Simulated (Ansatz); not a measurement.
Starting cell, BaTiO3 (tetragonal-perovskite type, space group P4mm):

```
CELL_PARAMETERS angstrom
      3.98510     0.00000     0.00000
      0.00000     3.98510     0.00000
      0.00000     0.00000     4.20426
ATOMIC_POSITIONS crystal
  Ti 0.50000 0.50000 0.45787
  Ba 0.00000 0.00000 0.94066
  O  0.50000 0.50000 0.88874
  O  0.50000 0.00000 0.40937
  O  0.00000 0.50000 0.40937
```

Scan: atom 3 (O, nearest neighbour Ti at 1.811 Å; its periodic images, 4.0 Å or more away, move with it) is displaced along Cartesian [111], direction (0.577, 0.577, 0.577) in Cartesian axes, by s. The other atoms stay.

Calculation: PBE (plane waves to 420 eV, PAW, scalar-relativistic; Ansatz, a quantum-chemistry and plane-wave program). k mesh 7×7×6 (Γ-centred), Fermi-Dirac smearing 0.05 eV. Energies are smeared free energies. Left out: 2 of 11 points, with atoms too close for the PAW data. BaTiO3 is run without spin polarisation. BaTiO3 was relaxed with its symmetry unable to fall. The PAW data are Ansatz's earlier set. ΔE is measured from the undisplaced structure.

```json
[
 {"s (Å)": "-0.216", "ΔE (meV/cell)": "227"},
 {"s (Å)": "-0.144", "ΔE (meV/cell)": "98"},
 {"s (Å)": "-0.072", "ΔE (meV/cell)": "24"},
 {"s (Å)": "0.000", "ΔE (meV/cell)": "0"},
 {"s (Å)": "0.072", "ΔE (meV/cell)": "withheld"},
 {"s (Å)": "0.144", "ΔE (meV/cell)": "85"},
 {"s (Å)": "0.216", "ΔE (meV/cell)": "184"},
 {"s (Å)": "0.288", "ΔE (meV/cell)": "316"},
 {"s (Å)": "0.360", "ΔE (meV/cell)": "477"}
]
```

### Question
Fit a polynomial form (powers 2, 3, 4) to the given rows and predict ΔE at s = 0.072.

### Answer
Least squares on the 8 given rows: ΔE = (4386)·s² + (-2134)·s³ + (480.5)·s⁴, in meV/cell with s in Å; root-mean-square residual 0.3 meV/cell. At 0.072 the fit gives 22 meV/cell; the calculation gives 22 meV/cell, the same to the digits shown. The quadratic term alone would give 23 meV/cell.

(For displaced atoms, the force is minus the slope of the energy, and its curvature is a force constant, which sets phonon frequencies.)
